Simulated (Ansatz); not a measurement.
# CaPd5 in Ansatz, relaxation

input.yaml:

```yaml
crystal:
  lattice:
    - [5.0935696, 0.0, 0.0]
    - [-2.5467848, 4.41115795, 0.0]
    - [0.0, 0.0, 4.18015116]
  atoms:
    - { symbol: Ca, position: [0.0, 0.0, 0.0] }
    - { symbol: Pd, position: [0.5, 0.0, 0.5] }
    - { symbol: Pd, position: [0.5, 0.5, 0.5] }
    - { symbol: Pd, position: [0.0, 0.5, 0.5] }
    - { symbol: Pd, position: [0.3333, 0.6667, 0.0] }
    - { symbol: Pd, position: [0.6666, 0.3333, 0.0] }
  symmetry: { tolerance: 0.0003 }
kpoints:
  mp_grid: { grid: [8, 8, 8], shift: [0, 0, 0] }
magnetization:
  spin_polarized: false
scf:
  occupations: { method: fermi_dirac }
  lower_state_search: "off"
hamiltonian:
  pseudopotentials: { kind: paw }
  xc: r2scan
basis:
  ecutwfc: 500
  fft_grid_basis: typed
relax:
  max_steps: 80
  cell: { p_target: 0.0 }
output:
  forces: true
  stress: true
  eigenvalues: true
  bader: true
  populations: true
  elf: true
  write_potential: true
  volumetric_format: npy
  dos:
    e_range: [-12, 8]
    de: 0.05
    projected: { site_lists: { Ca: [Ca], Pd: [Pd] } }
checkpoint:
  read: saved_state
```

The command:

```bash
ansatz run input.yaml --threads 2 --pin off --max-ram 2560MiB --backend cpu --events-out ev --progress --plain --runs-dir out
```

Origin of the cell: a database entry, scaled a little.

The smearing width isn't typed, so it takes its default of 0.1 eV.

The saved state is a converged single point of the same cell.

Steps («new basis» is an SCF on plane waves selected anew at the same cell):

```
step  ΔF (meV/atom)  max force component (eV/Å)  P (GPa)  volume (Å³)  SCF iterations   step was
   1            0.0                       0.000    25.14        93.92               7   accepted
   2         -154.1                       0.000     1.04       106.73               8   accepted
   3         -154.8                       0.000     0.26       107.30               6   accepted
   4         -155.0                       0.000    -0.01       107.46               6   accepted
   5         -158.5                       0.000     0.06       107.46               7  new basis
   6         -158.5                       0.000     0.00       107.51               5   accepted
   7         -158.5                       0.000     0.00       107.51               5  new basis
```

The starting structure.

Space group P6/mmm (No. 191); the run's cell has a = 5.094 Å, b = 5.094 Å, c = 4.180 Å, α = 90.00°, β = 90.00°, γ = 120.00°. Shortest distances: Pd–Pd 2.55 Å, Ca–Pd 2.94 Å.

After:

Space group P6/mmm (No. 191); the run's cell has a = 5.295 Å, b = 5.295 Å, c = 4.427 Å, α = 90.00°, β = 90.00°, γ = 120.00°. Shortest distances: Pd–Pd 2.65 Å, Ca–Pd 3.06 Å.

```xyz
6
Lattice="5.2953 0.0000 0.0000 -2.6476 4.5859 0.0000 0.0000 0.0000 4.4272" Properties=species:S:1:pos:R:3 pbc="T T T"
Ca    0.0000    0.0000    0.0000
Pd    2.6476    0.0000    2.2136
Pd    1.3238    2.2929    2.2136
Pd   -1.3238    2.2929    2.2136
Pd    0.0000    3.0572    0.0000
Pd    2.6476    1.5286    0.0000
```

```
Free energy lowered by                                                                 : 158.5 meV/atom
Volume change                                                                          : 14.46 %
Final pressure                                                                         : 0.00 GPa
Relaxation steps listed                                                                : 7
Formation energy (elements under the same functional, gases as molecules, uncorrected) : -0.372 eV/atom
Gap on the mesh                                                                        : none (metal)
```

Caveats: the relaxation held the start's symmetry, so the end may be a saddle point.

The run took 2.9 min on 2 threads of Arm Neoverse V1, with other jobs on the host, peak memory 0.8 GiB, from a saved density.
